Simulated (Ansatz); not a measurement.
Data:

MgB2:
```xyz
3
Lattice="3.0328 0.0000 0.0000 -1.5164 2.6265 0.0000 0.0000 0.0000 3.4645" Properties=species:S:1:pos:R:3 pbc="T T T"
Mg     0.0000     0.0000     0.0000
B      1.5164     0.8755     1.7322
B      0.0000     1.7510     1.7322
```

This is the LDA-relaxed structure.

Question: All from the program Ansatz at the LDA level (PAW), unless another level is named. Give the electronic character.

Answer: metallic (no gap).

Question: Predict the formation energy from the elements (no fitted shifts).

Answer: -150 meV/atom.

Question: What about the density of states at the Fermi level?

Answer: 0.23 states/eV per atom (mean over ±0.08 eV).

Space group P6/mmm. The LDA relaxation kept the symmetry of its start; of distortions, only those at the zone centre were tested. The references are the lowest solids computed at this level, not always the standard phases.

Potentials: the later of the program's two PAW sets.
